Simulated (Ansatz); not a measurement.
LuSi$_{2}$:
```cif
data_LuSi2
_chemical_formula_sum 'Lu1 Si2'
_space_group_name_H-M_alt 'P6/mmm'
_space_group_IT_number 191
_space_group_name_Hall '-P 6 2'
_cell_length_a 4.04777
_cell_length_b 4.04777
_cell_length_c 3.78781
_cell_angle_alpha 90.000
_cell_angle_beta 90.000
_cell_angle_gamma 120.000
loop_
_atom_site_label
_atom_site_type_symbol
_atom_site_symmetry_multiplicity
_atom_site_Wyckoff_symbol
_atom_site_fract_x
_atom_site_fract_y
_atom_site_fract_z
_atom_site_occupancy
Lu1 Lu 1 a 0.00000 0.00000 0.00000 1
Si1 Si 2 d 0.33333 0.66667 0.50000 1
```

Relaxed at zero pressure with plane-wave PAW r²SCAN (Ansatz code).

Question: The volume is lowered by 9 % and shape and atoms relax at that volume. What pressure results, and how do the axes share the change?

Answer: 10.5 GPa; a -2.4 %, b -2.4 %, c -4.4 %; the energy rises by 49 meV/atom.

Question: Give the new structure.

Answer: 
Space group P6/mmm (No. 191); a = b = 3.9493 Å, c = 3.6209 Å, α = β = 90.00°, γ = 120.00°

```csv
atom,site,symmetry,x,y,z
Lu,1a,6/mmm,0.0000,0.0000,0.0000
Si,2d,-6m2,0.3333,0.6667,0.5000
```

The phase is kept; no other phase was compared at this pressure.

The workflow started from an entry of the Crystallography Open Database (COD). Its standing as an ambient phase is unchecked. The cell was relaxed with r²SCAN under the symmetry of its start; its stability against distortions is not shown here. Spin–orbit coupling is left out wherever it is not named.

Potentials: the later of the program's two PAW sets.
